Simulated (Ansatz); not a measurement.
Structure: NiOS (Janus 2H monolayer), at its r2SCAN minimum. The sheet's in-plane cell has a = 3.414 Å, b = 3.414 Å (γ = 120.0°), and its outermost atoms lie 1.69 Å apart along the normal. Ni is surrounded by 3 O at 2.14 Å and 3 S at 2.15 Å; O is surrounded by 1 S at 1.69 Å and 3 Ni at 2.14 Å; S is surrounded by 1 O at 1.69 Å and 3 Ni at 2.15 Å.

```
CELL_PARAMETERS angstrom
3.41441 0.00000 0.00000
-1.70720 2.95697 0.00000
0.00000 0.00000 29.09659
ATOMIC_POSITIONS crystal
Ni 0.33333 0.66667 0.30940
O 0.66667 0.33333 0.33838
S 0.66667 0.33333 0.28017
```
Two periodic directions, a and b.

The questions ask for values computed with the PAW code Ansatz on this geometry. Values at 0 K without nuclear motion; spin polarisation is off, and the phase may be a hypothetical one.

**Question.** Is there a gap with r2SCAN, and of what kind?

**Answer.** r2SCAN gives an indirect gap of 0.30 eV, from Γ to K; the least direct gap is 0.78 eV at k = (-0.068, 0.026, 0).

**Question.** How does the gap change from r2SCAN to LDA (12×12×1)?

**Answer.** LDA gives an indirect gap of 0.43 eV, from k = (-0.068, 0.026, 0) to K; the least direct gap is 0.80 eV at Γ–M (0.20 of the way from Γ). The gap differs by +0.13 eV from r2SCAN's.

**Question.** Estimate the gap with HSE06 on 6×6×1.

**Answer.** The HSE06 gap is indirect, 0.28 eV (Γ to K), below the direct gap of 0.68 eV at Γ. The gap differs by -0.02 eV from r2SCAN's.

**Question.** How does the gap change from r2SCAN to r2SCAN0 (6×6×1)?

**Answer.** r2SCAN0 gives an indirect gap of 0.75 eV, from Γ to K; the least direct gap is 1.10 eV at Γ. The gap differs by +0.45 eV from r2SCAN's.

Where an edge lies off the special points, it is a point of the mesh or the k point where a search put PBE's edge or least direct gap, reused for the other functionals, whose own edges may lie a little apart.

Coordinates of k points refer to the reciprocal vectors of the primitive cell of the runs.

The meshes of the hybrids are coarse, so their gaps aren't converged to the digits shown.
